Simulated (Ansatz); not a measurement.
Ni3Pt (Pm-3m); parallel moments on spinors.

```
CELL_PARAMETERS angstrom
3.62457 0.00000 0.00000
0.00000 3.62457 0.00000
0.00000 0.00000 3.62457
ATOMIC_POSITIONS crystal
Ni 0.50000 0.00000 0.50000
Ni 0.00000 0.50000 0.50000
Ni 0.50000 0.50000 0.00000
Pt 0.00000 0.00000 0.00000
```

The geometry is a structure from the Materials Project, held fixed and not relaxed.

Settings: LDA, 9×9×9 k mesh, Fermi–Dirac smearing of 0.05 eV. PAW means Ansatz 0.2.0 on its default frozen-core files. Site moments are integrated in spheres about the atoms. Start moments (μB): Ni1 0.7, Ni2 0.7, Ni3 0.7, Pt4 0.3.

The self-consistent cycle went as follows.

```tsv
iteration	Harris–Foulkes energy less the last (meV)	density residual (eV)	∫|m| (μB)
1	-4723.669	5.3e+01	1.1346
2	-873.791	3.3e+00	2.0516
3	-103.625	9.3e-01	1.8388
4	21.757	7.3e-02	2.0246
5	5.790	1.1e-01	2.2383
6	26.665	4.3e-04	2.2349
7	14.549	2.3e-04	2.2668
8	9.059	5.0e-04	2.2935
9	6.194	3.8e-05	2.3240
10	4.614	4.8e-05	2.3453
11	3.230	6.3e-05	2.3626
12	2.143	9.2e-04	2.3659
13	1.286	1.0e-04	2.3857
14	1.101	1.2e-04	2.3966
15	0.781	5.6e-07	2.4021
16	0.439	4.8e-06	2.4081
17	0.030	2.0e-05	2.4247
18	-0.042	3.6e-04	2.4380
19	0.000	2.4e-06	2.4365
20	0.000	9.2e-08	2.4370
21	0.000	1.8e-08	2.4371
```

Site moments (μB): Ni1 (0.00, 0.00, 0.67); Ni2 (0.00, 0.00, 0.67); Ni3 (0.00, 0.00, 0.67); Pt4 (0.00, 0.00, 0.32). Cell moment 2.26 μB.

The PAW files were made with PBE; the program remakes their cores once for the run's functional and then keeps them frozen. The Ansatz runs typed with the search for lower states off end where their start leads. Spin–orbit coupling is left out although heavy atoms are present. These are results for the start and cell typed. The real compound can order otherwise, in a larger cell, or not at all, since semilocal functionals at zero temperature often overstate magnetism.
